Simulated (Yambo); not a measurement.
G0W0@LDA for BaO (NiAs type, space group P6_3/mmc, No. 194) in Yambo. Reference settings: 6×6×2 Γ-centred k mesh, 121 bands and a 7 Ry block in the screening, 121 bands in G with the Bruneval-Gonze terminator, plasmon pole fitted at 27.2 eV. The LDA gap H → M on this mesh is 2.37 eV; G0W0 gaps are taken between the same points.

With and without the terminator, as bands are cut:

| bands in G (in W) | gap, terminator (eV) | gap, none (eV) | valence shift, terminator (eV) | valence shift, none (eV) |
|---|---|---|---|---|
| 31 (31) | 4.247 | 4.160 | -0.314 | 0.088 |
| 46 (46) | 3.883 | 3.794 | -0.345 | 0.052 |
| 67 (67) | 3.723 | 3.613 | -0.476 | -0.146 |
| 94 (94) | 3.659 | 3.544 | -0.552 | -0.293 |
| 121 (121) | 3.634 | 3.526 | -0.598 | -0.389 |

Over this range the gap spans 0.613 eV with the terminator and 0.634 eV without, the valence shift 0.284 eV and 0.477 eV. Neither column has reached its limit for certain.

Geometry relaxed with LDA; primitive cell a = 3.700 Å, b = 3.700 Å, c = 6.466 Å, α = 90.00°, β = 90.00°, γ = 120.00°.

This is not the ordinary phase of the substance; no match was found in the copy of COD used, and its stability was not checked.

A shift is the quasiparticle energy of the state minus its LDA energy.
